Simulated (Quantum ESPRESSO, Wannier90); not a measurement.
**Tight-binding from DFT: SnO (P4/nmm)**

```xyz
4
Lattice="3.8137 0.0000 0.0000 0.0000 3.8137 0.0000 0.0000 0.0000 4.8869" Properties=species:S:1:pos:R:3 pbc="T T T"
Sn     0.0000     1.9068     1.1502
Sn     1.9068     0.0000    -1.1502
O      1.9068     1.9068     0.0000
O      0.0000     0.0000     0.0000
```

Materials Project entry mp-2097; symmetrised, unrelaxed at this level. COD (Crystallography Open Database) has the formula in 2 space groups, this one among them (matched by group alone). Computed values, not measurements, from PBEsol: Quantum ESPRESSO (norm-conserving PseudoDojo potentials, cutoff 68 Ry, spinors with spin-orbit coupling) on a Γ-centred 6×6×6 mesh, then Wannier90. Density: 8×8×6 mesh, Gaussian smearing 0.01 Ry. The cell is built of weakly bound layers, chains or molecules, whose nearest atoms lie 3.74 Å apart. Database cells relaxed without dispersion often hold them too far apart, which can enlarge gaps and weakens couplings between them; spacing and stacking were not compared with the measured crystal. With spin-orbit coupling a semilocal functional can close or falsely invert a small gap; the band order was not checked against a better method. The gap is small at this level and was sampled on the meshes and a path alone.

Bands 21-24 form an isolated set from -20.09 to -17.38 eV relative to the valence-band maximum (on the path) and are turned into 4 Wannier functions by minimising the spread from the start: atomic waves O 2s.

Centres (Cartesian, Å; one of the equivalent choices) and spreads:

| n | x | y | z | spread (Å²) | nearest atom |
|---|---|---|---|---|---|
| 1 | 1.907 | 1.907 | 0.000 | 1.480 | O3 |
| 2 | 1.907 | 1.907 | 0.000 | 1.480 | O3 |
| 3 | 0.000 | 0.000 | 0.000 | 1.480 | O4 |
| 4 | 0.000 | 0.000 | 0.000 | 1.480 | O4 |

Ω_I = 5.91 Å², Ω_total = 5.92 Å²; the interpolated bands follow pw.x to 0.3 meV rms on the path. Only this start was tried; a symmetric start can stop on a saddle, and mixtures of these functions could lower the total by at most Ω_total − Ω_I.
